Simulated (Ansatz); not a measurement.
Q: Name crystals whose computed values (plane-wave PAW r²SCAN (Ansatz code)) fall in these windows: electron conductivity mass (mₑ) 0.28 to 0.41; ε0 8.8 to 11.

A: 

```tsv
crystal	electron conductivity mass (mₑ)	ε0
SiC, 4H polytype	0.34	9.96
BP, zinc blende	0.30	8.83
Al2O3, corundum	0.39	9.84
BP, wurtzite	0.34	8.80
```
Others may fit too.

Not the usual ambient phase: BP, wurtzite. All cells were relaxed under the symmetry of their starts (and spin orders); stability against distortions was not tested throughout.

Potentials: the earlier of the program's two PAW sets.
